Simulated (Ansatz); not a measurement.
A relaxation computed with Ansatz, from input to last step.

```yaml
crystal:
  lattice:
    - [3.3183888983, 0.0, 0.0]
    - [-1.6591944491, 2.8738090855, 0.0]
    - [0.0, 0.0, 5.3142853851]
  atoms:
    - { symbol: C, position: [0.3333333333, 0.6666666667, 0.0] }
    - { symbol: C, position: [0.6666666667, 0.3333333333, 0.5] }
    - { symbol: O, position: [0.3333333333, 0.6666666667, 0.3821] }
    - { symbol: O, position: [0.6666666667, 0.3333333333, 0.8821] }
basis:
  ecutwfc: 420
kpoints:
  mp_grid: { grid: [6, 6, 4] }
hamiltonian:
  xc: pbe
scf:
  occupations: { method: gaussian, width: 0.1 }
  lower_state_search: "off"
output:
  forces: true
  stress: true
  eigenvalues: true
relax:
  adjacent_minimum: "off"
  f_tol: 0.04
  max_steps: 70
  cell: { stress_tol: 0.4 }
```

```bash
ansatz run input.yaml --threads 1 --pin off --max-ram 2560MiB --backend cpu --events-out ev --progress --plain --runs-dir out
```

Level of theory: DFT PBE, scalar-relativistic, plane waves, PAW in Ansatz.

Of 34 frames 10 are shown, positions in Å and forces in eV/Å; the SCF threshold varies from step to step. Steps run on the plane waves of an earlier cell, with a Pulay correction in the pressure. The basis is chosen afresh for the last frame, the zero of the energies, and at times for earlier ones too; energy and pressure step there, also at an unchanged geometry. Here that happened at steps 19 (-69 meV/atom, 5.0 GPa), 24 (-36 meV/atom, 1.7 GPa), 29 (-21 meV/atom, 0.7 GPa), 34 (-14 meV/atom, 0.3 GPa); the frames before carry an error of that size. The end is built of molecules, and without a dispersion correction their distances are poorly fixed.

```xyz
4
Lattice="3.3184 0.0000 0.0000 -1.6592 2.8738 0.0000 0.0000 0.0000 5.3143" Properties=species:S:1:pos:R:3:forces:R:3 pbc="T T T" step=1 free_energy_over_end_meV_per_atom=2751.27 pressure_GPa=-18.49
C     0.0000    1.9159    0.0000    0.0000    0.0000    0.3457
C     1.6592    0.9579    2.6571    0.0000    0.0000    0.3457
O     0.0000    1.9159    2.0306    0.0000    0.0000   -0.3457
O     1.6592    0.9579    4.6877    0.0000    0.0000   -0.3457
4
Lattice="3.1662 0.0000 0.0000 -1.5831 2.7420 0.0000 0.0000 0.0000 4.2681" Properties=species:S:1:pos:R:3:forces:R:3 pbc="T T T" step=5 free_energy_over_end_meV_per_atom=2188.01 pressure_GPa=9.80
C     0.0000    1.8280    0.0635    0.0000    0.0000    4.0012
C     1.5831    0.9140    2.1975    0.0000    0.0000    4.0012
O     0.0000    1.8280    1.5674    0.0000    0.0000   -4.0012
O     1.5831    0.9140    3.7015    0.0000    0.0000   -4.0012
4
Lattice="3.4013 0.0000 0.0000 -1.7006 2.9456 0.0000 0.0000 0.0000 3.8028" Properties=species:S:1:pos:R:3:forces:R:3 pbc="T T T" step=8 free_energy_over_end_meV_per_atom=1053.44 pressure_GPa=53.22
C     0.0000    1.9637    0.1657    0.0000    0.0000   -1.8916
C     1.7006    0.9819    2.0671    0.0000    0.0000   -1.8916
O     0.0000    1.9637    1.2873    0.0000    0.0000    1.8916
O     1.7006    0.9819    3.1887    0.0000    0.0000    1.8916
4
Lattice="3.8504 0.0000 0.0000 -1.9252 3.3346 0.0000 0.0000 0.0000 4.7942" Properties=species:S:1:pos:R:3:forces:R:3 pbc="T T T" step=12 free_energy_over_end_meV_per_atom=316.00 pressure_GPa=5.69
C     0.0000    2.2230    0.3536    0.0000    0.0000   -1.0635
C     1.9252    1.1115    2.7507    0.0000    0.0000   -1.0635
O     0.0000    2.2230    1.4783    0.0000    0.0000    1.0635
O     1.9252    1.1115    3.8754    0.0000    0.0000    1.0635
4
Lattice="3.6670 0.0000 0.0000 -1.8335 3.1757 0.0000 0.0000 0.0000 5.8500" Properties=species:S:1:pos:R:3:forces:R:3 pbc="T T T" step=16 free_energy_over_end_meV_per_atom=187.46 pressure_GPa=-0.72
C     0.0000    2.1171    0.5496    0.0000    0.0000    0.3965
C     1.8335    1.0586    3.4746    0.0000    0.0000    0.3965
O     0.0000    2.1171    1.6857    0.0000    0.0000   -0.3965
O     1.8335    1.0586    4.6107    0.0000    0.0000   -0.3965
4
Lattice="3.5790 0.0000 0.0000 -1.7895 3.0995 0.0000 0.0000 0.0000 6.0390" Properties=species:S:1:pos:R:3:forces:R:3 pbc="T T T" step=19 free_energy_over_end_meV_per_atom=111.88 pressure_GPa=5.01
C     0.0000    2.0663    0.5876    0.0000    0.0000   -0.0324
C     1.7895    1.0332    3.6071    0.0000    0.0000   -0.0324
O     0.0000    2.0663    1.7199    0.0000    0.0000    0.0324
O     1.7895    1.0332    4.7393    0.0000    0.0000    0.0324
4
Lattice="3.8031 0.0000 0.0000 -1.9016 3.2936 0.0000 0.0000 0.0000 6.5978" Properties=species:S:1:pos:R:3:forces:R:3 pbc="T T T" step=23 free_energy_over_end_meV_per_atom=69.84 pressure_GPa=0.01
C     0.0000    2.1957    0.6936    0.0000    0.0000   -0.0011
C     1.9016    1.0979    3.9924    0.0000    0.0000   -0.0011
O     0.0000    2.1957    1.8275    0.0000    0.0000    0.0011
O     1.9016    1.0979    5.1263    0.0000    0.0000    0.0011
4
Lattice="3.9916 0.0000 0.0000 -1.9958 3.4568 0.0000 0.0000 0.0000 7.0551" Properties=species:S:1:pos:R:3:forces:R:3 pbc="T T T" step=27 free_energy_over_end_meV_per_atom=30.23 pressure_GPa=-0.20
C     0.0000    2.3045    0.7802    0.0000    0.0000    0.0872
C     1.9958    1.1523    4.3077    0.0000    0.0000    0.0872
O     0.0000    2.3045    1.9155    0.0000    0.0000   -0.0872
O     1.9958    1.1523    5.4431    0.0000    0.0000   -0.0872
4
Lattice="4.0359 0.0000 0.0000 -2.0179 3.4952 0.0000 0.0000 0.0000 7.1697" Properties=species:S:1:pos:R:3:forces:R:3 pbc="T T T" step=30 free_energy_over_end_meV_per_atom=7.91 pressure_GPa=0.43
C     0.0000    2.3301    0.8024    0.0000    0.0000    0.0095
C     2.0179    1.1651    4.3873    0.0000    0.0000    0.0095
O     0.0000    2.3301    1.9371    0.0000    0.0000   -0.0094
O     2.0179    1.1651    5.5220    0.0000    0.0000   -0.0094
4
Lattice="4.1588 0.0000 0.0000 -2.0794 3.6017 0.0000 0.0000 0.0000 7.3685" Properties=species:S:1:pos:R:3:forces:R:3 pbc="T T T" step=34 free_energy_over_end_meV_per_atom=0.00 pressure_GPa=0.24
C     0.0000    2.4011    0.8403    0.0000    0.0000    0.0065
C     2.0794    1.2006    4.5246    0.0000    0.0000    0.0065
O     0.0000    2.4011    1.9752    0.0000    0.0000   -0.0065
O     2.0794    1.2006    5.6594    0.0000    0.0000   -0.0065
```

The start puts this composition into another compound's structure type, which needn't suit it. The cell swells from 12.7 to 27.6 Å³ an atom, so the end can be far from any stable crystal. At the end the space group is P6_3mc (tolerance 0.05 Å).

It took 84 s on 1 thread of Arm Neoverse V1 (shared host), peak memory 0.36 GiB.

The k mesh is coarse.